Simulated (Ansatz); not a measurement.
RbMgF₃ (cubic perovskite, space group No. 221), r²SCAN (plane waves, PAW; program Ansatz). The conduction-band minimum lies at Γ, with 1 equivalent valley. Second derivatives d²E/dk² of the lowest band at one valley (eV·Å²), along Cartesian directions:

| direction | d²E/dk² |
|---|---|
| [100] | 16.11 |
| [010] | 16.11 |
| [001] | 16.11 |
| [110] | 16.11 |
| [101] | 16.11 |
| [011] | 16.11 |

Problem. Find the principal effective masses, the density-of-states mass and the conductivity mass.

Solution. Off-diagonal terms follow from H_xy = H[110] − (H_xx + H_yy)/2, and m*/mₑ = 7.620 eV·Å² over each eigenvalue: 0.47, 0.47, 0.47. One valley's DOS mass (m₁m₂m₃)^(1/3) = 0.47, conductivity mass 3/(Σ 1/mᵢ) = 0.47 mₑ.

Problem. What effective density of states Nc follows at 300 K for parabolic valleys?

Solution. Nc = 2.509e19 × 1 × (0.47)^(3/2) ≈ 8.1e18 cm⁻³.

Space group Pm-3m (cubic perovskite). The workflow started from a Materials Project entry (that database holds measured and hypothetical structures alike); the Crystallography Open Database copy checked does not list it. Its standing as an ambient phase is unchecked. The r²SCAN relaxation kept the symmetry of its start; its stability against distortions is not shown here. Spin–orbit coupling is left out wherever it is not named.

Potentials: the later of the program's two PAW sets.

Edges and masses are those of Kohn–Sham bands, whose gap is no quasiparticle gap.
